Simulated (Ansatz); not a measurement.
YSi₂ in space group P4/mmm (No. 123; Si on 2f, Y on 1b) at seven volumes, PBE (plane waves, PAW; program Ansatz), shape and atoms relaxed at each. One row is withheld.

| V (Å³/atom) | P (GPa) |
|---|---|
| 19.284 | 8.88 |
| 19.920 | 5.49 |
| 20.556 | ? |
| 21.191 | 0.00 |
| 21.827 | -2.08 |
| 22.463 | -3.91 |
| 23.099 | -5.40 |

Q: Fit the shown pressures and predict the withheld one.

A: P = (3/2)B₀(x^(7/2) − x^(5/2))[1 + (3/4)(B′ − 4)(x − 1)] with x = (V₀/V)^(2/3). Least squares on the six rows gives V₀ = 21.199 Å³/atom, B₀ = 76.3 GPa, B′ = 4.42. At V = 20.556, x = 1.0207 and P = 2.52 GPa. The run itself gave 2.53 GPa.

The cell is a constructed one: a structure type filled with these elements; neither database checked (COD, Materials Project) lists it. COD files the formula under space group No. 191, so this cell is another polymorph or a model. Whether it is the stable phase at ambient conditions was not checked. Symmetry was held in the PBE relaxation; whether a distortion lowers the energy is not shown. No spin polarisation was allowed.

Potentials: the later of the program's two PAW sets.
